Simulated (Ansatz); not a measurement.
## EuCd (Pm-3m): the volume from the results

The reference geometry is a structure from the Materials Project; nothing is relaxed.

Functional, mesh and filling: r²SCAN, 7×7×7 k mesh, Fermi–Dirac smearing of 0.03 eV. PAW means Ansatz 0.2.0 on its default frozen-core files. Site moments are integrated in spheres about the atoms.

The input and its command:

```yaml
crystal:
  lattice:
    - [3.91685441, 0.0, 0.0]
    - [0.0, 3.91685441, 0.0]
    - [0.0, 0.0, 3.91685441]
  atoms:
    - { symbol: Eu, position: [0.5, 0.5, 0.5], spin: 7.0 }
    - { symbol: Cd, position: [0.0, 0.0, 0.0] }
magnetization:
  spin_polarized: true
kpoints:
  mp_grid: { grid: [7, 7, 7] }
scf:
  occupations: { method: fermi_dirac, width: 0.03 }
hamiltonian:
  xc: r2scan
  pseudopotentials: { kind: paw }
output:
  forces: true
  stress: true
  eigenvalues: true
  populations: true
  write_density: true
  write_potential: true
  elf: true
  volumetric_format: npy
```

Command: `ansatz run input.yaml --threads 1 --pin off --max-ram 3072MiB --backend cpu --events-out ev --progress --plain --runs-dir out`

The cell is scaled evenly, and every run starts from the same moments. Some of the runs:

```json
{"V/V₀": "0.72", "cell moment (μB)": "7.20", "largest site moment (μB)": "6.81", "F − F(V₀) (meV/atom)": "445", "pressure (GPa)": "22.9"}
{"V/V₀": "1.05", "cell moment (μB)": "7.31", "largest site moment (μB)": "6.95", "F − F(V₀) (meV/atom)": "6", "pressure (GPa)": "-1.3"}
{"V/V₀": "1.1", "cell moment (μB)": "7.31", "largest site moment (μB)": "6.97", "F − F(V₀) (meV/atom)": "24", "pressure (GPa)": "-2.5"}
```

Question: Another run of the series gave cell moment (μB) = 7.22, largest site moment (μB) = 6.86, F − F(V₀) (meV/atom) = 94, pressure (GPa) = 7.7. At which V/V₀ was it made?
A. 0.9
B. 0.85
C. 1.18
D. 0.95
E. 0.8

Answer: B. V/V₀ = 0.85.

Question: Another run of the series gave cell moment (μB) = 7.22, largest site moment (μB) = 6.88, F − F(V₀) (meV/atom) = 38, pressure (GPa) = 4.4. At which V/V₀ was it made?
A. 0.9
B. 1.18
C. 0.85
D. 0.8
E. 0.95

Answer: A. V/V₀ = 0.9.

The whole series:

```json
{"V/V₀": "0.72", "cell moment (μB)": "7.20", "largest site moment (μB)": "6.81", "F − F(V₀) (meV/atom)": "445", "pressure (GPa)": "22.9"}
{"V/V₀": "0.8", "cell moment (μB)": "7.22", "largest site moment (μB)": "6.85", "F − F(V₀) (meV/atom)": "187", "pressure (GPa)": "12.3"}
{"V/V₀": "0.85", "cell moment (μB)": "7.22", "largest site moment (μB)": "6.86", "F − F(V₀) (meV/atom)": "94", "pressure (GPa)": "7.7"}
{"V/V₀": "0.9", "cell moment (μB)": "7.22", "largest site moment (μB)": "6.88", "F − F(V₀) (meV/atom)": "38", "pressure (GPa)": "4.4"}
{"V/V₀": "0.95", "cell moment (μB)": "7.26", "largest site moment (μB)": "6.91", "F − F(V₀) (meV/atom)": "9", "pressure (GPa)": "2.0"}
{"V/V₀": "1", "cell moment (μB)": "7.30", "largest site moment (μB)": "6.93", "F − F(V₀) (meV/atom)": "0", "pressure (GPa)": "0.1"}
{"V/V₀": "1.05", "cell moment (μB)": "7.31", "largest site moment (μB)": "6.95", "F − F(V₀) (meV/atom)": "6", "pressure (GPa)": "-1.3"}
{"V/V₀": "1.1", "cell moment (μB)": "7.31", "largest site moment (μB)": "6.97", "F − F(V₀) (meV/atom)": "24", "pressure (GPa)": "-2.5"}
{"V/V₀": "1.18", "cell moment (μB)": "7.32", "largest site moment (μB)": "6.99", "F − F(V₀) (meV/atom)": "71", "pressure (GPa)": "-3.7"}
```

The PAW files were made with PBE; the program remakes their cores once for the run's functional and then keeps them frozen. Without U a semilocal functional puts the f levels too near the Fermi level, which can change moments and the order of magnetic states; site and cell moments are spin moments. Under strong compression frozen cores are worth checking against an all-electron run. Spin–orbit coupling is left out although heavy atoms are present. In at least one run the program's final test of stability wasn't made or came to no verdict. With open f shells a run can end in a state that isn't the lowest. None of this fixes the real material's magnetic order: only patterns that fit the cell were computed, at zero temperature, with a functional that can overstate moments.
